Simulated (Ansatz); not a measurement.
Sc (hcp, Mg type)

```
CELL_PARAMETERS angstrom
      3.33109     0.00000     0.00000
     -1.66555     2.88481     0.00000
      0.00000     0.00000     5.19433
ATOMIC_POSITIONS crystal
  Sc 0.33333 0.66667 0.75000
  Sc 0.66667 0.33333 0.25000
```

E(V) scan at fixed shape, V₀ the volume above. Symmetry pins the atoms to their sites.

Level of theory: r2SCAN (plane waves to 500 eV, PAW, scalar-relativistic; Ansatz, a first-principles code). k mesh 16×16×9 (Γ-centred), Fermi-Dirac smearing 0.05 eV. Compression counts positive. Sc is run without spin polarisation. Sc was relaxed with its symmetry unable to fall. The PAW data are Ansatz's earlier set.

At one point of the scan the stress tensor (GPa) is:

```
   -2.5      0.0      0.0
    0.0     -2.5      0.0
    0.0      0.0     -2.2
```

Q: Which point is it?
(A) V/V₀ = 1.012
(B) V/V₀ = 1.048
(C) V/V₀ = 1.036
(D) V/V₀ = 1.024

A: B, V/V₀ = 1.048

(Under strain, the slope of the energy per volume gives the stress and its curvature an elastic modulus.)
